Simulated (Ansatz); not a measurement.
TaAg:
```xyz
4
Lattice="4.7089 0.0000 0.0000 0.0000 2.7507 0.0000 0.0000 0.0000 5.2201" Properties=species:S:1:pos:R:3 pbc="T T T"
Ag     1.1772     0.0000     4.4506
Ag     3.5317     0.0000     0.7694
Ta     1.1772     1.3753     1.8195
Ta     3.5317     1.3753     3.4005
```

Relaxed with PBEsol. Special points in fractions of this cell's reciprocal vectors: Γ (0.000, 0.000, 0.000); X (0.500, 0.000, 0.000); S (0.500, 0.500, 0.000); Y (0.000, 0.500, 0.000); Z (0.000, 0.000, 0.500); U (0.500, 0.000, 0.500); R (0.500, 0.500, 0.500); T (0.000, 0.500, 0.500).

List the band energies nearest the Fermi level at these points for PBEsol with spin–orbit coupling in the plane-wave PAW code Ansatz.

In eV from the Fermi level; about four levels below and three above (degenerate sets whole), none deeper than 8.9 eV; points with the same levels are listed once.

```csv
k,below,above
Γ,-1.49 -1.49 -1.16 -1.16,0.00 0.00 1.91 1.91
X,-0.97 -0.97 -0.97 -0.97,0.10 0.10 0.10 0.10
S,-0.17 -0.17 -0.17 -0.17,3.61 3.61 3.61 3.61
Y,-1.10 -1.10 -1.05 -1.05,0.10 0.10 0.22 0.22
Z,-1.45 -1.45 -1.06 -1.06,1.32 1.32 3.15 3.15
U,-0.10 -0.10 -0.10 -0.10,2.91 2.91 2.91 2.91
R,-0.10 -0.10 -0.10 -0.10,0.80 0.80 0.80 0.80
T,-0.94 -0.94 -0.40 -0.40,0.31 0.31 1.81 1.81
```

Space group Pmma. The start of the workflow was typed in or built on a structure type; neither database checked (COD, Materials Project) lists it. Its standing as an ambient phase is unchecked. The cell was relaxed with PBEsol under the symmetry of its start; phonons show weakly imaginary modes. The run is not spin-polarised. Its formation energy is positive at this level, so the cell may be metastable or incomplete.

Potentials: the earlier of the program's two PAW sets. The files were generated under PBE; for other functionals the program regenerates the frozen cores, and for LDA and PBEsol the local potential too.
